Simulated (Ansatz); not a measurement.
## Band table of Si₂Mo (MoSi2 type)

```
Mo Si
1.0
    -1.48410    1.48410    3.69872
     1.48410   -1.48410    3.69872
     1.48410    1.48410   -3.69872
Mo Si
1 2
Direct
  0.00000 0.00000 0.00000
  0.33230 0.33230 0.00000
  0.66770 0.66770 0.00000
```

The cell comes from a relaxation on PAW files under the same functional, begun from a prototype that needn't be the stable phase.

All numbers are PBE results (scalar-relativistic) from Ansatz 0.2.0, with a Γ-centred 14×14×14 k mesh, Fermi–Dirac smearing of 0.1 eV, no spin polarisation. Methods: LAPW: all electrons, basis error target 1 meV/atom.

This run: volume at 0.8 of the series' base cell.

Path points, in fractions of the reciprocal vectors: Γ (0.000, 0.000, 0.000), X (0.000, 0.000, 0.500), P (0.250, 0.250, 0.250), N (0.000, 0.500, 0.000), M (0.500, 0.500, -0.500), S (0.290, 0.710, -0.290), S0 (-0.290, 0.290, 0.290). The distance column jumps between branches of the path. Levels in eV from the Fermi level; bands 21 to 31, counted from the lowest band of the run. The gap is zero, the pressure 73.9 GPa.

```
# k(1/Å) point b21 b22 b23 b24 b25 b26 b27 b28 b29 b30 b31
0.000 Γ -15.18 -7.76 -4.15 -3.32 -3.22 -3.22 0.63 2.25 4.53 4.53 4.66
0.374 - -14.60 -7.22 -4.89 -4.63 -3.85 -1.67 -1.25 3.70 3.73 4.34 4.81
0.748 - -13.02 -6.60 -6.59 -5.74 -3.21 -2.96 -1.83 3.76 4.23 4.31 4.91
1.123 - -11.03 -7.90 -7.42 -5.68 -3.41 -3.12 -1.71 2.54 3.91 4.03 4.30
1.497 X -10.25 -8.34 -6.65 -5.32 -5.15 -4.11 -0.92 3.28 3.74 3.79 3.80
1.603 - -10.23 -8.30 -6.77 -5.84 -4.55 -3.94 -1.04 2.83 3.28 3.81 4.63
1.709 - -10.20 -8.18 -7.06 -6.31 -3.84 -3.52 -1.37 1.87 3.28 4.00 4.95
1.815 - -10.16 -7.98 -7.39 -6.62 -3.23 -2.98 -1.84 1.10 3.28 4.25 4.76
1.922 P -10.14 -7.71 -7.71 -6.73 -2.96 -2.40 -2.40 0.78 3.28 4.51 4.51
2.186 - -10.12 -8.88 -7.53 -5.36 -3.04 -2.93 -2.03 0.81 2.70 4.16 4.68
2.451 - -10.14 -10.06 -6.89 -4.49 -3.72 -2.41 -1.77 0.67 2.99 3.99 5.11
2.715 - -10.82 -10.23 -5.82 -5.47 -3.44 -2.39 -1.40 2.04 3.21 4.67 5.59
2.980 N -11.08 -10.28 -5.87 -5.01 -3.47 -3.08 -0.79 3.16 3.52 4.52 5.72
3.265 - -12.43 -8.97 -5.95 -4.83 -3.09 -2.78 -1.29 2.54 3.97 4.16 5.49
3.550 - -13.87 -7.69 -6.13 -4.13 -2.62 -2.49 -1.54 2.23 3.29 4.98 5.07
3.835 - -14.84 -7.62 -4.88 -4.04 -3.00 -2.52 -0.29 3.26 3.37 3.70 5.27
4.120 Γ -15.18 -7.76 -4.15 -3.32 -3.22 -3.22 0.63 2.25 4.53 4.53 4.66
4.333 - -14.98 -8.23 -4.26 -3.05 -3.05 -3.03 0.66 2.63 3.52 3.69 3.69
4.545 - -14.40 -9.28 -4.50 -2.76 -2.53 -2.53 0.72 2.25 2.25 3.26 3.66
4.757 - -13.56 -10.46 -4.71 -2.89 -1.71 -1.71 0.79 0.79 0.79 4.25 5.04
4.970 M -12.97 -11.17 -4.79 -3.02 -0.79 -0.79 -0.34 -0.34 0.82 5.28 5.93
5.192 - -12.85 -10.92 -4.95 -3.28 -1.16 -0.87 -0.74 -0.38 1.23 5.66 5.92
5.414 - -12.50 -10.25 -5.97 -3.38 -1.92 -1.74 -0.60 -0.01 1.95 4.56 6.39
5.636 - -11.91 -9.33 -7.58 -3.25 -2.59 -2.50 -0.51 0.85 2.87 3.34 6.40
5.858 S -11.10 -9.79 -7.65 -3.56 -2.98 -2.94 -0.66 1.59 3.46 4.05 5.50
6.773 S0 -11.10 -9.79 -7.65 -3.56 -2.98 -2.94 -0.66 1.59 3.46 4.05 5.50
7.080 - -11.93 -9.58 -5.93 -4.70 -2.99 -2.89 -1.40 2.28 4.22 4.36 5.39
7.387 - -13.66 -7.60 -6.36 -4.21 -2.64 -2.32 -2.04 2.27 3.53 4.70 5.87
7.695 - -14.79 -7.37 -5.30 -4.00 -2.98 -2.50 -0.53 3.22 3.57 3.80 5.32
8.002 Γ -15.18 -7.76 -4.15 -3.32 -3.22 -3.22 0.63 2.25 4.53 4.53 4.66
```
